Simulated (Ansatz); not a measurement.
Computed with DFT PBE, scalar-relativistic, plane waves, PAW (Ansatz). Settings: cutoff 420 eV, Γ-centred meshes spaced at most about 0.3 Å⁻¹, and about 0.25 Å⁻¹ or finer for metals (2π included), Gaussian smearing. No spin polarisation in the final relaxations.

Temperature and zero-point effects are left out.

Two relaxed structures of ScS4:

A.

```xyz
5
Lattice="3.4100 -3.9961 0.0000 3.4100 3.9961 0.0000 0.0000 0.0000 3.6073" Properties=species:S:1:pos:R:3 pbc="T T T"
Sc    0.0000    0.0000    0.0000
S     4.9739    0.0000    1.8037
S     1.8462    0.0000    1.8037
S     3.4100   -1.4592    0.0000
S     3.4100    1.4592    0.0000
```

B.

```xyz
5
Lattice="4.8231 0.0000 0.0000 -2.4116 4.1769 0.0000 0.0000 0.0000 5.2853" Properties=species:S:1:pos:R:3 pbc="T T T"
Sc    0.0000    0.0000    2.6427
S     0.0000    2.7846    3.6848
S     2.4116    1.3923    3.6848
S     2.4116    1.3923    1.6005
S     0.0000    2.7846    1.6005
```

Question: Which form is favoured at zero pressure, and by what margin per atom?

Answer: B is lower, by 256 meV/atom. A has space group Cmmm (No. 65), 19.7 Å³/atom and no gap on its mesh; B has space group P6/mmm (No. 191), 21.3 Å³/atom and no gap. Counting S atoms around Sc (those within 1.25 times the shortest such distance or 1.15 times the sum of covalent radii, 1.27 where that leaves under three), A has Sc 6 and B has Sc 12. B holds S–S pairs (shortest 2.08 Å); in A the shortest S–S distance is 2.80 Å. Both come from invented guesses. A third cell relaxed alike, in I4/mmm, lies 206 meV/atom below the lower of the two.

Weakly bound directions are ill-defined at this level, which has no dispersion term (Cmmm, P6/mmm), and this can change margins and order among such cells. In Cmmm, P6/mmm an odd number of electrons in the primitive cell allows no gap without spin; a larger cell or a magnetic state could open one. Cells relaxed within their symmetry can be saddle points.
